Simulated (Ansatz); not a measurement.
## Si₃N₄, first-principles data

Si₃N₄:
Space group P6₃/m (No. 176); a = b = 7.6632 Å, c = 2.9263 Å, α = β = 90.00°, γ = 120.00°

```json
[
 {"atom": "Si", "site": "6h", "symmetry": "m..", "x": "0.4061", "y": "0.2311", "z": "0.2500"},
 {"atom": "N", "site": "2d", "symmetry": "-6..", "x": "0.6667", "y": "0.3333", "z": "0.2500"},
 {"atom": "N", "site": "6h", "symmetry": "m..", "x": "0.0308", "y": "0.3300", "z": "0.2500"}
]
```

Space group P6_3/m (No. 176); conventional cell a = 7.6632 Å, b = 7.6632 Å, c = 2.9263 Å, α = 90.00°, β = 90.00°, γ = 120.00°.

Method: plane-wave PAW PBE (Ansatz code). Geometry: relaxed at this level of theory. Other levels are named where they apply.

### Cell and energy

- Volume per atom: 10.63 Å³
- Density: 3.13 g/cm³
- Formation energy from the elements (no fitted shifts): -1.05 eV/atom

### Electronic structure

Band gap: 4.25 eV (indirect)
Valence-band maximum: on the Γ–A line, 34 % of the way from Γ
Conduction-band minimum: at Γ
Smallest direct gap on the standard path: 4.45 eV
Electron effective mass: 0.22, 1.5, 1.5 mₑ (principal values)
Hole effective mass: 0.85, 0.85, 1.8 mₑ (principal values)

### Mechanics

- Bulk modulus (Birch–Murnaghan fit) = 233 GPa
- Pressure derivative B′ = 3.8

The cell was relaxed with PBE under the symmetry of its start. The references are the lowest solids computed at this level, not always the standard phases (solids in place of the gases).

Potentials: the earlier of the program's two PAW sets.
